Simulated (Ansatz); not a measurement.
# CsPbCl$_{3}$: from a starting cell to a relaxed one

The start is a generated trial cell of CsPbCl3 in the GdFeO3 structure type. Cell shape, volume and atoms are optimised at zero target pressure with PBEsol (plane waves to 420 eV, PAW, scalar-relativistic; Ansatz, a quantum-chemistry and plane-wave program). The first steps use a coarse 3×2×3 k-mesh.

The start:
```yaml
crystal:
  lattice:
    - [7.85620, 0.00000, 0.00000]
    - [0.00000, 11.08509, 0.00000]
    - [0.00000, 0.00000, 7.82998]
  atoms:
    - { symbol: Cs, position: [0.48770, 0.25000, 0.99160] }
    - { symbol: Cs, position: [0.98770, 0.25000, 0.50840] }
    - { symbol: Cs, position: [0.51230, 0.75000, 0.00840] }
    - { symbol: Cs, position: [0.01230, 0.75000, 0.49160] }
    - { symbol: Pb, position: [0.00000, 0.00000, 0.00000] }
    - { symbol: Pb, position: [0.50000, 0.50000, 0.50000] }
    - { symbol: Pb, position: [0.00000, 0.50000, 0.00000] }
    - { symbol: Pb, position: [0.50000, 0.00000, 0.50000] }
    - { symbol: Cl, position: [0.03130, 0.25000, 0.05860] }
    - { symbol: Cl, position: [0.53130, 0.25000, 0.44140] }
    - { symbol: Cl, position: [0.96870, 0.75000, 0.94140] }
    - { symbol: Cl, position: [0.46870, 0.75000, 0.55860] }
    - { symbol: Cl, position: [0.28800, 0.53700, 0.21300] }
    - { symbol: Cl, position: [0.78800, 0.96300, 0.28700] }
    - { symbol: Cl, position: [0.71200, 0.03700, 0.78700] }
    - { symbol: Cl, position: [0.21200, 0.46300, 0.71300] }
    - { symbol: Cl, position: [0.71200, 0.46300, 0.78700] }
    - { symbol: Cl, position: [0.21200, 0.03700, 0.71300] }
    - { symbol: Cl, position: [0.28800, 0.96300, 0.21300] }
    - { symbol: Cl, position: [0.78800, 0.53700, 0.28700] }
```

```json
{
 "energy_released": "8 meV/atom",
 "band_gap_at_the_end": "2.25 eV, direct at Γ (no spin-orbit coupling)",
 "optimiser_moves": "5"
}
```

Final values are on a 4×3×4 k-mesh of the relaxed cell. No spin polarisation in the result. Without spin-orbit coupling the bands of the heavy element are not split, so the gap can be far off.

The run could not lose the symmetry of its start: the end is stationary, and may be a saddle point rather than a minimum.

The relaxed structure here is a generated cell of CsPbCl3: the first start was made by placing the elements on the sites of a structure type, and the end was not matched to a known phase here, so it may be hypothetical. Known forms of CsPbCl3 include space group No. 221.
